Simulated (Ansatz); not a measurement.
MgO:
```
CELL_PARAMETERS angstrom
      0.00000     2.12698     2.12698
      2.12698     0.00000     2.12698
      2.12698     2.12698     0.00000
ATOMIC_POSITIONS crystal
  Mg 0.50000 0.50000 0.50000
  O  0.00000 0.00000 0.00000
```

Relaxed with DFT-PBE in the program Ansatz with PAW potentials. Indices refer to the conventional cell of Fm-3m, a = 4.2540 Å, b = 4.2540 Å, c = 4.2540 Å, α = 90.00°, β = 90.00°, γ = 90.00°.

Problem. Simulate the powder diffraction pattern (Fe Kα, λ = 1.93735 Å; lines above 1 %) up to 2θ = 90°.

Solution. Simulated powder pattern, Fe Kα, λ = 1.93735 Å (kinematic, ideal powder, no thermal factors, no anomalous dispersion; the 30 strongest lines at most, above 1 %, up to 2θ = 90°):

| 2θ (°) | d (Å) | I/Imax (%) | hkl |
|---|---|---|---|
| 46.46 | 2.456 | 10 | (111) |
| 54.18 | 2.127 | 100 | (200) |
| 80.19 | 1.504 | 58 | (220) |

Symmetry was held in the PBE relaxation.

Potentials: the later of the program's two PAW sets.
